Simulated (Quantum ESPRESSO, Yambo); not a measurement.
RbO (space group Immm, No. 71) under isotropic strain (on all lattice vectors), counted from the cell relaxed with PBEsol, atoms relaxed at each step. norm-conserving PBEsol (Quantum ESPRESSO, 84 Ry, no spin-orbit coupling); G0W0 in Yambo (4×4×4 Γ-centred k mesh, 126 bands and a 7 Ry block in the screening, 126 bands in G with the Bruneval-Gonze terminator, plasmon pole fitted at 27.2 eV).

| strain s (%) | PBEsol direct gap at Γ (eV) | G0W0 direct gap at Γ (eV) |
|---|---|---|
| -3 | 2.192 | 4.036 |
| -1.5 | 2.076 | 3.926 |
| -0.7 | 2.015 | 3.883 |
| 0 | 1.958 | 3.826 |
| +1 | 1.876 | 3.751 |
| +2 | ? | ? |

Q: Fit a parabola in s to each column by least squares and predict the withheld row.

A: PBEsol: E = 1.958 − 0.0808 s − 0.0010 s² (largest residual 1 meV), giving 1.792 eV at s = +2; the run gave 1.796 eV, a miss of 4 meV. G0W0: E = 3.826 − 0.0728 s − 0.0011 s² (largest residual 7 meV), giving 3.676 eV at s = +2; the run gave 3.680 eV, a miss of 4 meV. The withheld row lies outside the fitted range, so this is an extrapolation. The GW settings are held fixed; their convergence isn't established. The screening block changes size along the series (171 vectors at -3 %, 171 vectors at -1.5 %, 171 vectors at -0.7 %, 179 vectors at +0 %, 187 vectors at +1 %, 195 vectors at +2 %), which puts steps into the G0W0 values.
